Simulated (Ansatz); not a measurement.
Structures of Mg₂H₃: which is lowest?

Plane-wave DFT in Ansatz with scalar-relativistic PAW potentials, cutoff 420 eV, Γ-centred meshes chosen by cell and gap, Gaussian smearing with energies taken to zero width. Every cell was relaxed (cell and atoms) in a run of its own, within the symmetry of its start. Functional: PBE.

Relaxed structures (starts from databases or built by putting these elements on another compound's sites):
A. P-3m1, 5 atoms in the computed cell, a = 3.293 Å, c = 5.360 Å; sites (symmetry × multiplicity) Mg 3m. × 2, H -3m. × 1 + 3m. × 2; start: built
B. R-3m, 5 atoms in the computed cell, a = 3.190 Å, c = 20.561 Å; sites (symmetry × multiplicity) Mg 3m × 6, H -3m × 3 + 3m × 6; start: built
C. R-3c, 10 atoms in the computed cell, a = 5.380 Å, c = 12.521 Å; sites (symmetry × multiplicity) Mg 3. × 12, H .2 × 18; start: built

Problem. Rank them by energy. Could pressure change the order?

Solution.
| structure | group | E − E(lowest) (meV/atom) | V (Å³/atom) | gap on mesh (eV) |
| --- | --- | --- | --- | --- |
| A | P-3m1 | 0.0 | 10.07 | 0.00 |
| C | R-3c | 57 | 10.46 | 0.00 |
| B | R-3m | 69 | 12.08 | 0.00 |

A is lowest, 57 meV/atom under C. The lowest is also the densest of these, so pressure wouldn't bring one of the others in at first order. Other structures may lie lower than all of these, and vibrations aren't counted.